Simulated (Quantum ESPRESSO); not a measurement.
Simulation results for MgGa2GeAs4 (made-up cell), Al2InGaAs4 (made-up cell), B4P2CSe (made-up cell), SiGe6N (made-up cell) and others

Computed with Quantum ESPRESSO 7.5. Calculation on a made-up crystal cell, not a measurement: periodic Kohn-Sham density functional theory in plane waves with PseudoDojo standard norm-conserving scalar-relativistic pseudopotentials, each functional with its own files (v0.5 for PBE, v0.4.1 for LDA and PBEsol), no spin polarisation, no spin-orbit coupling, atoms not relaxed, stress positive in tension, energies less a fixed whole-eV offset for each atom's element; levels are Kohn-Sham levels at fractions of this cell's reciprocal vectors, counted from the reference band (half the neutral cell's valence electrons, rounded up) at Gamma; error bars cover cutoff and k-mesh only, not smearing or the files; added strain carries the atoms with the cell, and shear is the tensor component; each bar is the largest change over components, and at least 0.002 eV, 0.002 eV per angstrom or 0.02 GPa; energies are for the whole cell, and the offsets were chosen from early runs and are not element reference energies.

Common to all runs: lattice type zincblende/diamond; functional pbe; scf tolerance 1e-07 eV; electrons removed 0.

(1) MgGa2GeAs4 (made-up cell)

```cif
# cell vector a (Å): 5.7521 0.0059 0.0844
# cell vector b (Å): 0.0059 5.9224 0.0030
# cell vector c (Å): 0.0844 0.0030 5.8053
data_MgGa2GeAs4
_symmetry_space_group_name_H-M 'P 1'
_symmetry_Int_Tables_number 1
_cell_length_a 5.7527
_cell_length_b 5.9224
_cell_length_c 5.8059
_cell_angle_alpha 89.941
_cell_angle_beta 88.326
_cell_angle_gamma 89.884
_cell_volume 197.72
loop_
_atom_site_label
_atom_site_type_symbol
_atom_site_fract_x
_atom_site_fract_y
_atom_site_fract_z
_atom_site_occupancy
Ga1 Ga 0.98451 0.99478 0.00410 1
Mg1 Mg 0.01770 0.50566 0.49563 1
Ga2 Ga 0.49639 0.00129 0.51162 1
Ge1 Ge 0.48812 0.49879 0.00290 1
As1 As 0.24805 0.25912 0.23899 1
As2 As 0.23513 0.73947 0.75904 1
As3 As 0.75335 0.25764 0.74476 1
As4 As 0.75987 0.75367 0.25473 1
```

It was run with cutoff 1143 eV, fermi dirac smearing 0.1 eV and k mesh 6 x 6 x 6, shifted by half a step.

The calculation gives: free energy less offsets -0.3711 eV; smearing term minus ts -0.01375 eV; scf iterations 10; pressure 0.4684 GPa; stress xx -0.6568 GPa; stress yy 0.5609 GPa; stress zz -1.309 GPa; stress yz 0.1254 GPa; stress xz 1.951 GPa; stress xy -0.447 GPa; error bar energy 0.004628 eV; error bar stress 0.02 GPa; error bar force 0.003853 eV/Å; error bars from tighter rerun of this cell.

Atoms:
| atoms element | atom site | atom energy offset (eV) |
| --- | --- | --- |
| Ga | 1 | -2080 |
| Mg | 2 | -1617 |
| Ga | 3 | -2080 |
| Ge | 4 | -2430 |
| As | 5 | -2887 |
| As | 6 | -2887 |
| As | 7 | -2887 |
| As | 8 | -2887 |

Forces:
| site | x (eV/Å) | y (eV/Å) | z (eV/Å) |
| --- | --- | --- | --- |
| 1 | 0.3404 | 0.7396 | -0.4125 |
| 2 | -0.6095 | -0.1233 | -0.09573 |
| 3 | -0.03554 | 0.06789 | -0.2185 |
| 4 | 0.9699 | 0.4492 | -0.3057 |
| 5 | 0.09144 | -1.482 | 0.197 |
| 6 | 0.8334 | 0.9926 | 0.3611 |
| 7 | -0.4035 | -0.4773 | 0.3643 |
| 8 | -1.186 | -0.167 | 0.1099 |

(2) Al2InGaAs4 (made-up cell)

```cif
# cell vector a (Å): 5.7959 -0.0176 -0.0305
# cell vector b (Å): -0.0176 5.6226 -0.0165
# cell vector c (Å): -0.0305 -0.0165 5.6917
data_Al2InGaAs4
_symmetry_space_group_name_H-M 'P 1'
_symmetry_Int_Tables_number 1
_cell_length_a 5.7960
_cell_length_b 5.6227
_cell_length_c 5.6918
_cell_angle_alpha 90.333
_cell_angle_beta 90.608
_cell_angle_gamma 90.352
_cell_volume 185.47
loop_
_atom_site_label
_atom_site_type_symbol
_atom_site_fract_x
_atom_site_fract_y
_atom_site_fract_z
_atom_site_occupancy
Al1 Al 0.00905 0.99141 0.02063 1
In1 In 0.00071 0.50778 0.50983 1
Al2 Al 0.46788 0.99963 0.49069 1
Ga1 Ga 0.50367 0.51698 0.99471 1
As1 As 0.25321 0.26431 0.23982 1
As2 As 0.25277 0.75947 0.76038 1
As3 As 0.76226 0.23517 0.77895 1
As4 As 0.75878 0.78037 0.24455 1
```

It was run with cutoff 1143 eV, fermi dirac smearing 0.025 eV and k mesh 4 x 4 x 4, shifted by half a step.

It finds free energy less offsets 1.576 eV; smearing term minus ts 0 eV; scf iterations 10; pressure 5.971 GPa; stress xx -5.098 GPa; stress yy -6.505 GPa; stress zz -6.31 GPa; stress yz 1.075 GPa; stress xz 0.07922 GPa; stress xy -1.081 GPa; error bar energy 0.01005 eV; error bar stress 0.02 GPa; error bar force 0.004538 eV/Å; error bars from tighter rerun of a related cell.

Atoms:
| atoms element | atom site | atom energy offset (eV) |
| --- | --- | --- |
| Al | 1 | -64 |
| In | 2 | -1808 |
| Al | 3 | -64 |
| Ga | 4 | -2080 |
| As | 5 | -2887 |
| As | 6 | -2887 |
| As | 7 | -2887 |
| As | 8 | -2887 |

Forces:
| site | x (eV/Å) | y (eV/Å) | z (eV/Å) |
| --- | --- | --- | --- |
| 1 | 0.671 | 1.002 | -0.9464 |
| 2 | -1.015 | -0.6682 | -0.1673 |
| 3 | 1.632 | 0.6457 | 0.4595 |
| 4 | 0.9439 | -0.5167 | 0.1865 |
| 5 | 0.5213 | -0.2767 | -0.2136 |
| 6 | 0.5439 | 0.7403 | 0.5452 |
| 7 | -1.412 | -0.1214 | -0.7707 |
| 8 | -1.885 | -0.8052 | 0.9068 |

(3) B4P2CSe (made-up cell)

```cif
# cell vector a (Å): 4.7317 -0.0043 0.0170
# cell vector b (Å): -0.0043 4.5913 -0.0172
# cell vector c (Å): 0.0170 -0.0172 4.7057
data_B4P2CSe
_symmetry_space_group_name_H-M 'P 1'
_symmetry_Int_Tables_number 1
_cell_length_a 4.7317
_cell_length_b 4.5913
_cell_length_c 4.7058
_cell_angle_alpha 90.424
_cell_angle_beta 89.587
_cell_angle_gamma 90.106
_cell_volume 102.23
loop_
_atom_site_label
_atom_site_type_symbol
_atom_site_fract_x
_atom_site_fract_y
_atom_site_fract_z
_atom_site_occupancy
B1 B 0.99708 0.99854 0.00766 1
B2 B 0.00044 0.49092 0.50236 1
B3 B 0.50024 0.99908 0.50670 1
B4 B 0.50200 0.49031 0.00559 1
C1 C 0.25331 0.23830 0.23301 1
P1 P 0.26343 0.74053 0.76066 1
Se1 Se 0.75591 0.24732 0.74210 1
P2 P 0.74908 0.75813 0.24396 1
```

Settings of this run: cutoff 1170 eV, fermi dirac smearing 0.1 eV and k mesh 6 x 6 x 6, shifted by half a step.

Results for B4P2CSe (made-up cell): free energy less offsets -0.4941 eV; smearing term minus ts -0.0006359 eV; scf iterations 11; pressure -17.41 GPa; stress xx 20.6 GPa; stress yy 12.86 GPa; stress zz 18.76 GPa; stress yz -0.3205 GPa; stress xz 1.618 GPa; stress xy 0.1453 GPa; error bar energy 0.002 eV; error bar stress 0.02 GPa; error bar force 0.002 eV/Å; error bars from tighter rerun of a related cell.

Atoms:
| atoms element | atom site | atom energy offset (eV) |
| --- | --- | --- |
| B | 1 | -79 |
| B | 2 | -79 |
| B | 3 | -79 |
| B | 4 | -79 |
| C | 5 | -163 |
| P | 6 | -189 |
| Se | 7 | -3300 |
| P | 8 | -189 |

Forces:
| site | x (eV/Å) | y (eV/Å) | z (eV/Å) |
| --- | --- | --- | --- |
| 1 | 3.238 | 0.389 | 1.475 |
| 2 | 2.811 | 0.8206 | -2.876 |
| 3 | -2.181 | -0.2692 | -2.81 |
| 4 | -2.178 | -0.28 | 2.052 |
| 5 | -0.2877 | 0.3956 | 0.7745 |
| 6 | -1.179 | 0.1905 | -0.6019 |
| 7 | -0.2102 | -0.1446 | 0.8021 |
| 8 | -0.01396 | -1.102 | 1.185 |

(4) SiGe6N (made-up cell)

```cif
# cell vector a (Å): 5.5020 0.0487 -0.0368
# cell vector b (Å): 0.0487 5.5836 0.0472
# cell vector c (Å): -0.0368 0.0472 5.4629
data_SiGe6N
_symmetry_space_group_name_H-M 'P 1'
_symmetry_Int_Tables_number 1
_cell_length_a 5.5023
_cell_length_b 5.5840
_cell_length_c 5.4632
_cell_angle_alpha 89.024
_cell_angle_beta 90.765
_cell_angle_gamma 88.996
_cell_volume 167.79
loop_
_atom_site_label
_atom_site_type_symbol
_atom_site_fract_x
_atom_site_fract_y
_atom_site_fract_z
_atom_site_occupancy
Si1 Si 0.00095 0.00451 0.99913 1
Ge1 Ge 0.99416 0.49867 0.50908 1
Ge2 Ge 0.50013 0.00770 0.49736 1
Ge3 Ge 0.50668 0.50052 0.00696 1
Ge4 Ge 0.25003 0.24645 0.24885 1
N1 N 0.25995 0.74949 0.75445 1
Ge5 Ge 0.75159 0.25180 0.75328 1
Ge6 Ge 0.75593 0.75364 0.24274 1
```

It was run with cutoff 1143 eV, fermi dirac smearing 0.1 eV and k mesh 6 x 6 x 6, shifted by half a step.

The calculation gives: free energy less offsets 0.5311 eV; smearing term minus ts -0.0392 eV; scf iterations 10; pressure 1.078 GPa; stress xx -1.271 GPa; stress yy -0.3145 GPa; stress zz -1.649 GPa; stress yz 1.819 GPa; stress xz -1.442 GPa; stress xy 0.5603 GPa; fermi level 0.5284 eV; reference band 47; error bar energy 0.01412 eV; error bar stress 0.03637 GPa; error bar force 0.004699 eV/Å; error bar next band up 0.002 eV; error bar fermi level 0.01152 eV; error bars from tighter rerun of this cell.

Atoms:
| atoms element | atom site | atom energy offset (eV) |
| --- | --- | --- |
| Si | 1 | -115 |
| Ge | 2 | -2430 |
| Ge | 3 | -2430 |
| Ge | 4 | -2430 |
| Ge | 5 | -2430 |
| N | 6 | -283 |
| Ge | 7 | -2430 |
| Ge | 8 | -2430 |

Forces:
| site | x (eV/Å) | y (eV/Å) | z (eV/Å) |
| --- | --- | --- | --- |
| 1 | 1.521 | -1.436 | -0.9684 |
| 2 | 1.857 | 1.136 | 0.5051 |
| 3 | -0.3343 | -1.865 | 1.48 |
| 4 | -1.527 | 1.087 | -1.326 |
| 5 | -0.9519 | 0.6099 | -0.3427 |
| 6 | -0.3478 | 0.234 | 0.2545 |
| 7 | -0.2818 | -0.3609 | 0.1044 |
| 8 | 0.06418 | 0.5951 | 0.2936 |

Levels:
| level k point | next band up (eV) |
| --- | --- |
| Gamma | 1.177 |
| (1/2,1/2,1/2) | 1.113 |
| (0.15,0,0) | 1.504 |
| (0,0.15,0) | 1.562 |
| (0,0,0.15) | 1.455 |

(5) Mg4SeS2O (made-up cell)

```cif
# cell vector a (Å): 5.6758 -0.0088 -0.0284
# cell vector b (Å): -0.0088 5.7736 -0.0083
# cell vector c (Å): -0.0284 -0.0083 5.7134
data_Mg4SeS2O
_symmetry_space_group_name_H-M 'P 1'
_symmetry_Int_Tables_number 1
_cell_length_a 5.6759
_cell_length_b 5.7736
_cell_length_c 5.7135
_cell_angle_alpha 90.165
_cell_angle_beta 90.571
_cell_angle_gamma 90.176
_cell_volume 187.22
loop_
_atom_site_label
_atom_site_type_symbol
_atom_site_fract_x
_atom_site_fract_y
_atom_site_fract_z
_atom_site_occupancy
Mg1 Mg 0.02418 0.01913 0.00213 1
Mg2 Mg 0.98483 0.51756 0.48377 1
Mg3 Mg 0.50951 0.01223 0.48580 1
Mg4 Mg 0.49969 0.47755 0.00904 1
Se1 Se 0.24346 0.25481 0.22238 1
O1 O 0.24976 0.74540 0.73763 1
S1 S 0.74629 0.24301 0.75899 1
S2 S 0.72514 0.73123 0.23574 1
```

Settings of this run: cutoff 1170 eV, fermi dirac smearing 0.025 eV and k mesh 4 x 4 x 4, shifted by half a step.

Atoms:
| atoms element | atom site |
| --- | --- |
| Mg | 1 |
| Mg | 2 |
| Mg | 3 |
| Mg | 4 |
| Se | 5 |
| O | 6 |
| S | 7 |
| S | 8 |

To be estimated
1. Mg4SeS2O (made-up cell) (entry 5): stress xz?
2. Estimate the stress xy of Mg4SeS2O (made-up cell) (entry 5).

## Answers
1. -1.518 GPa
2. -2.458 GPa

Further results for Mg4SeS2O (made-up cell) (entry 5):

```
pressure         : -0.9835 GPa
stress xx        : 0.255 GPa
stress yy        : 1.267 GPa
stress zz        : 1.428 GPa
stress yz        : -1.328 GPa
error bar stress : 0.02 GPa
error bar force  : 0.0114 eV/Å
error bars from  : tighter rerun of a related cell
```

Forces:
| site | x (eV/Å) | y (eV/Å) | z (eV/Å) |
| --- | --- | --- | --- |
| 1 | -1.341 | -3.35 | -2.728 |
| 2 | 0.9476 | 0.7217 | 1.764 |
| 3 | -0.6873 | -1.436 | 1.153 |
| 4 | 0.07015 | 1.866 | -2.489 |
| 5 | 0.2797 | 0.6477 | 2.811 |
| 6 | -0.3453 | 0.1784 | -0.1386 |
| 7 | 0.3579 | 0.155 | -0.5986 |
| 8 | 0.7185 | 1.218 | 0.2263 |
